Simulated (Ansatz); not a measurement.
Total density of states per atom from plane-wave PAW r²SCAN (Ansatz code), in 0.25 eV bins, energy from the Fermi level:

```
E (eV)  states/eV/atom
------  --------------
-7.85             0.00
-7.60             0.01
-7.35             0.06
-7.10             0.11
-6.85             0.19
-6.60             0.31
-6.35             0.33
-6.10             0.39
-5.85             0.34
-5.60             0.40
-5.35             0.32
-5.10             0.26
-4.85             0.32
-4.60             0.57
-4.35             0.72
-4.10             1.00
-3.85             1.25
-3.60             0.72
-3.35             0.69
-3.10             1.84
-2.85             2.40
-2.60             1.14
-2.35             1.09
-2.10             1.64
-1.85             1.29
-1.60             0.82
-1.35             2.25
-1.10             3.31
-0.85             1.94
-0.60             1.77
-0.35             0.87
-0.10             0.57
0.15              0.34
0.40              0.25
0.65              0.15
0.90              0.16
1.15              0.22
1.40              0.38
1.65              0.39
1.90              0.37
2.15              0.44
2.40              0.37
2.65              0.33
2.90              0.46
3.15              0.40
3.40              0.29
3.65              0.23
3.90              0.19
4.15              0.17
4.40              0.19
4.65              0.20
```

Question: Which of these materials gives this?
(A) Mg2Cu3Ge, P6_3/mmc (Mg on 4f, Cu on 6h, Ge on 2a)
(B) Ni6Ge2B, P-62m (Ni on 3f, Ni on 3g, Ge on 2c, B on 1b)
(C) NiGePd, P4/nmm (Ni on 2a, Ge on 2c, Pd on 2c)
(D) La2InGe2, P4/mbm (La on 4h, In on 2a, Ge on 4g)

Answer: B, Ni6Ge2B, P-62m (Ni on 3f, Ni on 3g, Ge on 2c, B on 1b). Within 0.5 eV of the Fermi level: Ni 3d 76 %, Ge 4p 11 %. Projections are on Löwdin-orthogonalised atomic valence shells; empty p or d shells of many metals are not among them.

The workflow started from a Materials Project entry (that database holds measured and hypothetical structures alike); the Crystallography Open Database copy checked does not list it. Its standing as an ambient phase is unchecked. The cell was relaxed with r²SCAN under the symmetry of its start; its stability against distortions is not shown here. The run is not spin-polarised. Spin–orbit coupling is left out wherever it is not named.

Potentials: the later of the program's two PAW sets.
